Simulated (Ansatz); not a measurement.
One crystal and one scan (energy against volume) at two levels, PBE-D3(BJ) (plane waves to 420 eV, PAW, scalar-relativistic; Ansatz, an electronic-structure program) and r2SCAN+rVV10 (plane waves to 500 eV, PAW, scalar-relativistic; Ansatz), each from its own relaxed cell and on its own mesh. The cell shown is that of PBE-D3(BJ).

WS$_{2}$ (2H-MoS2 type, space group P6_3/mmc)

```
CELL_PARAMETERS angstrom
      3.15408     0.00000     0.00000
     -1.57704     2.73152     0.00000
      0.00000     0.00000    12.13731
ATOMIC_POSITIONS crystal
  W  0.33333 0.66667 0.25000
  W  0.66667 0.33333 0.75000
  S  0.33333 0.66667 0.62026
  S  0.66667 0.33333 0.12026
  S  0.66667 0.33333 0.37974
  S  0.33333 0.66667 0.87974
```

E(V) scan at fixed shape, V₀ the volume above. The atoms relax within the cell's symmetry.

The energy includes the smearing's −TS. Spin-orbit coupling is left out, though W is heavy. WS2 is run without spin polarisation. WS2 was relaxed with its symmetry unable to fall. With the shape held, the modulus is that of even scaling; a crystal free to change shape is softer. Both scans cover V/V₀ from 0.840 to 1.160.

ΔE (meV/atom), each from the relaxed starting cell of its own level:

```tsv
V/V₀	PBE-D3(BJ)	r2SCAN+rVV10
0.840	152.4	156.2
0.867	99.9	102.7
0.893	60.5	62.3
0.920	32.3	33.3
0.947	13.6	14.1
0.973	3.3	3.4
1.000	0.0	0.0
1.027	2.9	3.1
1.053	11.3	11.8
1.080	24.3	withheld
1.107	41.5	43.6
1.133	62.4	65.6
1.160	86.5	91.1
```

Task: Estimate the r2SCAN+rVV10 value at 1.080 from the PBE-D3(BJ) value there and the ratio of the two levels in the two nearest given rows on that side of the minimum.

Result: At 1.053 and 1.107 the ratio r2SCAN+rVV10/PBE-D3(BJ) averages 1.047, which gives 1.047 × 24.3 = 25.4 meV/atom. The calculation gives 25.5 meV/atom, +4.9 % against PBE-D3(BJ).

(A scan under strain: stresses follow from slopes of the energy per volume, elastic moduli from its curvatures.)
